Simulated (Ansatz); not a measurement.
Crystals of one structure type (zinc blende), relaxed and computed with plane-wave PAW LDA (Ansatz code).

```csv
crystal,a (Å),gap (eV),Θ_D (K),K_Hill (GPa),G_Hill (GPa),B₀ by P(V) fit (GPa)
BP,4.491,1.14,1080,176,169,175
GaP,5.391,1.38,444,90.1,56.0,89.9
GaAs,5.603,0.49,342,74.4,46.0,74.0
InP,5.827,0.58,301,71.3,34.0,71.2
```

All cells were relaxed under the symmetry of their starts (and spin orders); stability against distortions was not tested throughout. Scalar-relativistic: spin–orbit coupling is off unless named, which matters more the heavier the elements.

Potentials: the later of the program's two PAW sets.
